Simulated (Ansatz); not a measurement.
## How much do the gradients of Lu depend on the method?

Cell: a COD entry, whose atoms a relaxation with PBE at fixed cell left in place.

```
Lu
1.0
     3.50990    0.00000    0.00000
    -1.75495    3.03966    0.00000
     0.00000    0.00000    5.56660
Lu
2
Direct
  0.33333 0.66667 0.25000
  0.66667 0.33333 0.75000
```

Sites (sets of like atoms) are named by element and the number of their first atom in this list.

First run. Method: Kohn–Sham DFT in Ansatz, PBE, plane waves and PAW, scalar-relativistic, 420 eV cutoff, Γ-centred 11×11×6 k-points, Fermi–Dirac smearing 0.05 eV.

```json
{"site": "Lu", "atom": "1", "V_zz (10²¹ V/m²)": "4.96", "η": "0.00"}
```

Second run. The same atoms and settings, except that the functional is r2SCAN and the cutoff is 500 eV.

(1) Given the first result, estimate the second.

Results:

(1) 

```
site  atom  V_zz     η  change of V_zz
  Lu     1  4.90  0.00           -0.06
```

The largest change of V_zz is on Lu, from 4.96 to 4.90.

The run finds no gap above 0.1 eV (a metal, or nearly one), so the gradients can move by 10 % or more with the k-mesh. Without spin–orbit coupling the gradients at and beside Lu can be off by some per cent, at some sites by more.
